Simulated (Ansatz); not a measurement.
EuO (rock salt)

```xyz
2
Lattice="0.0000 2.4828 2.4828 2.4828 0.0000 2.4828 2.4828 2.4828 0.0000" Properties=species:S:1:pos:R:3 pbc="T T T"
O      0.0000     0.0000     0.0000
Eu     2.4828     2.4828     2.4828
```

Grid over V/V₀ and (c/a)/(c/a)₀, subscript 0 meaning the relaxed cell; the conventional c axis lies along z; no internal relaxation.

Computed with PBEsol (plane waves to 420 eV, PAW, scalar-relativistic; Ansatz, a program for electronic structure). k mesh 16×16×16 (Γ-centred), Fermi-Dirac smearing 0.05 eV. Stress and pressure are positive under compression. With partly filled bands, the response to shear is sensitive to the k mesh, so small differences along c/a are uncertain. EuO is run spin-polarised and with no Hubbard U. EuO was relaxed with its symmetry unable to fall. Relaxed EuO ends ferromagnetic. The relaxed volume of EuO is well below the measured one. The magnetic order is the one the run started from; other orders were not tried. The filling of the f shell was not checked against other fillings, so treat energies with care. The last digit holds for this mesh only.

Changes of σxx (GPa) from the point V/V₀ = 1.000, (c/a)/(c/a)₀ = 1.000 when one coordinate moves alone (two changes are said to add if the coupling is within 5 % of the smaller one, nearly so within 20 %):

| point | change |
|---|---|
| V/V₀ = 1.000, (c/a)/(c/a)₀ = 0.960 | -2.28 |
| V/V₀ = 1.000, (c/a)/(c/a)₀ = 0.973 | -1.58 |
| V/V₀ = 1.000, (c/a)/(c/a)₀ = 0.987 | -0.82 |
| V/V₀ = 0.920, (c/a)/(c/a)₀ = 1.000 | 11.46 |
| V/V₀ = 0.947, (c/a)/(c/a)₀ = 1.000 | 7.02 |
| V/V₀ = 0.973, (c/a)/(c/a)₀ = 1.000 | 3.23 |
| V/V₀ = 1.027, (c/a)/(c/a)₀ = 1.000 | -2.74 |
| V/V₀ = 1.053, (c/a)/(c/a)₀ = 1.000 | -5.08 |
| V/V₀ = 1.080, (c/a)/(c/a)₀ = 1.000 | -7.11 |
| V/V₀ = 1.000, (c/a)/(c/a)₀ = 1.013 | 0.88 |
| V/V₀ = 1.000, (c/a)/(c/a)₀ = 1.027 | 1.81 |
| V/V₀ = 1.000, (c/a)/(c/a)₀ = 1.040 | 2.80 |

Task: Do the two effects add at V/V₀ = 0.973, (c/a)/(c/a)₀ = 1.040? Give the computed change.

Result: The sum of the single changes is 3.23 + (2.80) = 6.03; the calculation gives 6.43, so the coupling contributes 0.40 (under 20 % of the smaller single change, nearly additive).

Task: What is the change at V/V₀ = 0.947, (c/a)/(c/a)₀ = 0.973, where both move, and how far is it from the sum?

Result: The sum of the single changes is 7.02 + (-1.58) = 5.44; the calculation gives 4.89, so the coupling contributes -0.55 (over 20 % of the smaller single change, not additive).

(Under strain, the slope of the energy per volume gives the stress and its curvature an elastic modulus.)
